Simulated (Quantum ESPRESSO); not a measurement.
```cif
data_F6LiNb
_chemical_formula_sum 'Li1 F6 Nb1'
_space_group_name_H-M_alt 'P 1'
_space_group_IT_number 1
_cell_length_a 5.43011
_cell_length_b 5.43011
_cell_length_c 5.43011
_cell_angle_alpha 56.192
_cell_angle_beta 56.192
_cell_angle_gamma 56.192
loop_
_space_group_symop_operation_xyz
  'x, y, z'
loop_
_atom_site_label
_atom_site_type_symbol
_atom_site_fract_x
_atom_site_fract_y
_atom_site_fract_z
_atom_site_occupancy
Li1 Li 0.50000 0.50000 0.50000 1
F1 F 0.24675 0.87185 0.63645 1
F2 F 0.75325 0.12815 0.36355 1
F3 F 0.87185 0.63645 0.24675 1
F4 F 0.12815 0.36355 0.75325 1
F5 F 0.63645 0.24675 0.87185 1
F6 F 0.36355 0.75325 0.12815 1
Nb1 Nb 0.00000 0.00000 0.00000 1
```

The geometry is that of Materials Project entry mp-1078799, symmetrised and not relaxed again.

Q: What does LDA (pw.x of Quantum ESPRESSO, ONCV potentials, no spin-orbit coupling) give for the electronic structure near the Fermi level?

A: The LDA gap is indirect, 5.28 eV, from 20 % of the way from Γ to X to L; the smallest direct gap is 5.34 eV. Another valence extremum on the path lies within 0.02 eV, too close to call. Spin-orbit splittings are left out.

The structure is a Materials Project entry; no match was found in the copy of COD used, and its stability was not checked.
